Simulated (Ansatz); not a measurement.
Ansatz (a first-principles code) input:

Ansatz 0.2 input:
```yaml
crystal:
  lattice:
    - [4.1370340873, 0.0, 0.0]
    - [-2.0685170437, 3.582776616, 0.0]
    - [0.0, 0.0, 6.7418159187]
  atoms:
    - { symbol: Mg, position: [0.0, 0.0, 0.5] }
    - { symbol: Mg, position: [0.0, 0.0, 0.0] }
    - { symbol: Te, position: [0.3333333333, 0.6666666667, 0.25] }
    - { symbol: Te, position: [0.6666666667, 0.3333333333, 0.75] }
kpoints:
  mp_grid: { grid: [8, 8, 4] }
hamiltonian:
  xc: lda
  pseudopotentials: { kind: paw }
scf:
  occupations: { method: fixed }
elastic: { mode: relaxed_ion, stencil: two_point, amplitude: 0.005, f_tol: 0.0005 }
```

Output (shortened):

```
Pseudopotential: Mg, paw, valence charge 10
Pseudopotential: Te, paw, valence charge 16
Functional definition: SPW92
Crystal: 4 atoms, lattice volume = 99.928 Å³
Basis set: ecut = 420 eV, 1943 PW (Γ)
Bands: 32, of which v1, the nominal top of the filled ones, is band 26 counted from 1 (25 counted from 0)
Symmetry: 24 space group operations
Space group: P63/mmc (ITA 194), of the structure as read, at distance tolerance 4.6e-5 Å
k-points: 30 of 256
SCF 1 converged in 10 iterations: F = -17461.053474 eV  dr2 = 2.32e-15
Crystal: 4 atoms, lattice volume = 99.428 Å³
Symmetry: 8 space group operations
k-points: 63 of 256
SCF 2 converged in 10 iterations: F = -17461.052779 eV  dr2 = 6.68e-14
relax step   1: F+E_penalty+E_count = -17461.05277879 eV  Δ(F+E_penalty+E_count) = +0.000e0 eV  max|allowed force component| = 6.216e-3 eV/Å  Δτ_max = 0.0000 Å  (10 SCF iters, accepted)
Crystal: 4 atoms, lattice volume = 99.428 Å³
SCF 3 converged in 7 iterations: F = -17461.052786 eV  dr2 = 3.28e-14
relax step   2: F+E_penalty+E_count = -17461.05278602 eV  Δ(F+E_penalty+E_count) = -7.226e-6 eV  max|allowed force component| = 2.691e-3 eV/Å  Δτ_max = 0.0020 Å  (7 SCF iters, accepted)
Crystal: 4 atoms, lattice volume = 99.428 Å³
SCF 4 converged in 7 iterations: F = -17461.052788 eV  dr2 = 3.45e-15
relax step   3: F+E_penalty+E_count = -17461.05278768 eV  Δ(F+E_penalty+E_count) = -1.664e-6 eV  max|allowed force component| = 1.993e-6 eV/Å  Δτ_max = 0.0006 Å  (7 SCF iters, accepted)
Crystal: 4 atoms, lattice volume = 99.428 Å³
SCF 5 converged in 2 iterations: F = -17461.052788 eV  dr2 = 1.39e-15
Crystal: 4 atoms, lattice volume = 100.427 Å³
Basis set: ecut = 420 eV, 1963 PW (Γ)
SCF 6 converged in 10 iterations: F = -17461.052799 eV  dr2 = 8.25e-14
relax step   1: F+E_penalty+E_count = -17461.05279863 eV  Δ(F+E_penalty+E_count) = +0.000e0 eV  max|allowed force component| = 5.432e-3 eV/Å  Δτ_max = 0.0000 Å  (10 SCF iters, accepted)
Crystal: 4 atoms, lattice volume = 100.427 Å³
SCF 7 converged in 7 iterations: F = -17461.052806 eV  dr2 = 1.29e-14
relax step   2: F+E_penalty+E_count = -17461.05280555 eV  Δ(F+E_penalty+E_count) = -6.920e-6 eV  max|allowed force component| = 1.125e-4 eV/Å  Δτ_max = 0.0012 Å  (7 SCF iters, accepted)
Crystal: 4 atoms, lattice volume = 100.427 Å³
SCF 8 converged in 2 iterations: F = -17461.052806 eV  dr2 = 4.68e-15
Crystal: 4 atoms, lattice volume = 99.428 Å³
SCF 9 converged in 8 iterations: F = -17461.052682 eV  dr2 = 7.23e-14
Crystal: 4 atoms, lattice volume = 100.427 Å³
Basis set: ecut = 420 eV, 1967 PW (Γ)
SCF 10 converged in 7 iterations: F = -17461.052690 eV  dr2 = 9.15e-15
Crystal: 4 atoms, lattice volume = 99.927 Å³
Basis set: ecut = 420 eV, 1955 PW (Γ)
Symmetry: 4 space group operations
k-points: 78 of 256
SCF 11 converged in 10 iterations: F = -17461.053307 eV  dr2 = 2.94e-14
relax step   1: F+E_penalty+E_count = -17461.05330653 eV  Δ(F+E_penalty+E_count) = +0.000e0 eV  max|allowed force component| = 1.278e-4 eV/Å  Δτ_max = 0.0000 Å  (10 SCF iters, accepted)
Crystal: 4 atoms, lattice volume = 99.927 Å³
SCF 12 converged in 2 iterations: F = -17461.053307 eV  dr2 = 6.31e-15
Crystal: 4 atoms, lattice volume = 99.927 Å³
SCF 13 converged in 10 iterations: F = -17461.053307 eV  dr2 = 4.64e-14
relax step   1: F+E_penalty+E_count = -17461.05330653 eV  Δ(F+E_penalty+E_count) = +0.000e0 eV  max|allowed force component| = 1.278e-4 eV/Å  Δτ_max = 0.0000 Å  (10 SCF iters, accepted)
Crystal: 4 atoms, lattice volume = 99.927 Å³
SCF 14 converged in 2 iterations: F = -17461.053307 eV  dr2 = 5.82e-15
SCF converged after 10 iterations
Free energy (F): -17461.053474 eV
Harris-Foulkes:  -17461.053474 eV  (|F-HF|=3.64e-12)
Internal energy: -17461.053474 eV  (E = F + TS)
E sigma→0 (E₀):  -17461.053474 eV
Fermi energy:    8.120095 eV
--- Per-component energies (eV) ---
  E_band       = -1179.370780
  E_kinetic    = 519.704271
  E_local      = -5490.159444  (includes V_loc(G=0)·N_el)
  E_nonlocal   = -416.008797
  E_hartree    = 2660.560619
  E_xc         = -307.596898
  E_vxc        = -287.666141  (∫ρ·V_xc dr)
  E_paw        = -9564.717704  (= ΣΔE_a)
  E_vpaw       = -826.361501  (= ΣTr[D̂ρ^β])
  E_aug_tail   = -0.000407  (compensation charges beyond the density's cutoff)
  E_ewald      = -4864.493394
  E_core_change = 1.658281  (= ΣΔE_core)
  E_smearing   =  0.000000  (= −TS)
  E_closure    =  0.000000  (closes the sum)
  Σ components = -17461.053474   (vs F -17461.053474, Δ=0.00e0)
--- Forces (eV/Å), atoms counted from 1 ---
  atom   1  Mg     0.00000000     0.00000000     0.00000000
  atom   2  Mg     0.00000000     0.00000000     0.00000000
  atom   3  Te     0.00000000     0.00000000     0.00000000
  atom   4  Te     0.00000000     0.00000000     0.00000000
  max |Σ_I F_I| component: 1.45e-19 eV/Å
--- Stress (GPa, compression-positive) ---
       -0.000124       0.000000       0.000000
        0.000000      -0.000124       0.000000
        0.000000       0.000000       0.000243
  P = ⅓ Tr σ =  0.0000 GPa ( 0.000 kbar)
--- Band table (eV; the first three rows and the last of 30) ---
  k-point 0: bands = ["-67.1900", "-67.1896", "-34.6198", "-34.6163", "-34.6163", "-34.6155", "-34.6155", "-34.6106", "-27.6655", "-27.6655", "-27.6630", "-27.6630", "-27.6588", "-27.6588", "-27.6586", "-27.6586", "-27.6562", "-27.6552", "-3.7204", "-2.4813", …
  k-point 1: bands = ["-67.1899", "-67.1896", "-34.6185", "-34.6162", "-34.6162", "-34.6156", "-34.6156", "-34.6120", "-27.6651", "-27.6651", "-27.6634", "-27.6634", "-27.6587", "-27.6587", "-27.6586", "-27.6586", "-27.6560", "-27.6554", "-3.5814", "-2.7248", …
  k-point 2: bands = ["-67.1898", "-67.1898", "-34.6159", "-34.6159", "-34.6159", "-34.6159", "-34.6152", "-34.6152", "-27.6643", "-27.6643", "-27.6643", "-27.6643", "-27.6587", "-27.6587", "-27.6587", "-27.6587", "-27.6557", "-27.6557", "-3.2010", "-3.2010", …
  k-point 29: bands = ["-67.1898", "-67.1898", "-34.6167", "-34.6167", "-34.6164", "-34.6164", "-34.6152", "-34.6152", "-27.6651", "-27.6651", "-27.6648", "-27.6648", "-27.6576", "-27.6576", "-27.6566", "-27.6566", "-27.6539", "-27.6539", "-2.1971", …
--- Elastic constants: 3 strain directions × 2 members + reference (group order 24) ---
  dense FFT box of the reference and of every strained cell: 30×30×48
  strains applied: 11, 33, 23; error gains …
  C = ∂σ_k/∂η_j (tension-positive GPa; Voigt order 11 22 33 23 13 12):
        87.117     40.094     30.557      0.000      0.000      0.000
        40.094     87.117     30.557      0.000      0.000      0.000
        30.552     30.552    101.769      0.000      0.000      0.000
         0.000      0.000      0.000     22.080      0.000      0.000
         0.000      0.000      0.000      0.000     22.080      0.000
         0.000      0.000      0.000      0.000      0.000     23.511
  reference stress σ⁰ (GPa):      0.000      0.000      0.000      0.000      0.000      0.000
  moduli (Voigt/Reuss/Hill, GPa): K = 53.16/53.13/53.14   G = 25.19/24.46/24.82   E = 64.44   ν = 0.298
  mechanically stable: yes (min eigenvalue of sym C = 22.08 GPa)
  strain η (Voigt 11):  stress-route row diagonal C_11 = 87.12 GPa, energy-path curvature d²(F+E_count+ΔE)/dδ²/Ω₀ = 87.12 GPa
         δ    σ_11 (GPa)             F (eV)   n_scf  n_hpsi   n_pw
    -5.000e-3      -0.4434      -17461.0527877       2   16547   1965   relax 3 steps, max|allowed force component| 1.99e-6 eV/Å
     5.000e-3       0.4278      -17461.0528056       2   16575   1979   relax 2 steps, max|allowed force component| 1.13e-4 eV/Å
  strain η (Voigt 33):  stress-route row diagonal C_33 = 101.77 GPa, energy-path curvature d²(F+E_count+ΔE)/dδ²/Ω₀ = 101.74 GPa
         δ    σ_33 (GPa)             F (eV)   n_scf  n_hpsi   n_pw
    -5.000e-3      -0.5142      -17461.0526817       8   17426   1960   relax 0 steps, max|allowed force component| 7.23e-19 eV/Å
     5.000e-3       0.5035      -17461.0526901       7   16007   1976   relax 0 steps, max|allowed force component| 8.67e-19 eV/Å
  strain η (Voigt 23):  stress-route row diagonal C_44 = 22.08 GPa, energy-path curvature d²(F+E_count+ΔE)/dδ²/Ω₀ = 22.08 GPa
         δ    σ_23 (GPa)             F (eV)   n_scf  n_hpsi   n_pw
    -5.000e-3      -0.1104      -17461.0533065       2   20664   1970   relax 1 steps, max|allowed force component| 1.28e-4 eV/Å
     5.000e-3       0.1104      -17461.0533065       2   20693   1970   relax 1 steps, max|allowed force component| 1.28e-4 eV/Å
```

Cost: about 100 core-seconds (a rough figure) on shared cores.

Space group P6_3/mmc (NiAs type). The first step of the workflow began from a Materials Project structure, measured or hypothetical; the Crystallography Open Database copy checked does not list it. COD files the formula under space group No. 186. Its standing as an ambient phase is unchecked. The cell was relaxed with LDA under the symmetry of its start; whether a distortion lowers the energy is not shown. Spin–orbit coupling is left out wherever it is not named.

Potentials: the later of the program's two PAW sets.

Ansatz is a plane-wave DFT program.
